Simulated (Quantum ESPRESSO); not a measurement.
# Kohn-Sham bands of CsBr (CsCl type)

```
CsBr
1.0
    4.32562     0.00000     0.00000
    0.00000     4.32562     0.00000
    0.00000     0.00000     4.32562
Cs Br
1 1
Cartesian
  0.00000   0.00000   0.00000
  2.16281   2.16281   2.16281
```

Structure: Materials Project mp-22906, symmetrised, not relaxed again. COD (Crystallography Open Database) has an entry of this formula and space group (matched by these alone). Method: PBEsol plane waves in Quantum ESPRESSO 7.5 (PseudoDojo norm-conserving files, 40 Ry, spinors with spin-orbit coupling), Bloch states on a 6×6×6 mesh through Γ, Wannier90 4.0.1. Density: 8×8×8 mesh, cold smearing 0.01 Ry.

Energies are relative to the valence-band maximum; weights are on the orthonormalised atomic waves of the pseudopotential files, averaged over the group. 16 electrons a cell are treated as valence.

```
bands  from (eV)  to (eV)  filling  weight on atomic waves
-----  ---------  -------  -------  ----------------------
1–2       -19.93   -19.80   filled                       …
3–4       -12.54   -12.35   filled                       …
5–6        -8.01    -7.69   filled                       …
7–10       -6.65    -5.91   filled                       …
11–16      -1.57     0.00   filled                       …
```

Which atomic shells make up each group?


- 1–2, weight on atomic waves: Cs 5s 97 %
- 3–4, weight on atomic waves: Br 4s 94 %, Cs 6s 5 %
- 5–6, weight on atomic waves: Cs 5p 98 %
- 7–10, weight on atomic waves: Cs 5p 97 %
- 11–16, weight on atomic waves: Br 4p 94 %

The Kohn-Sham gap over both meshes and the path is 4.06 eV.
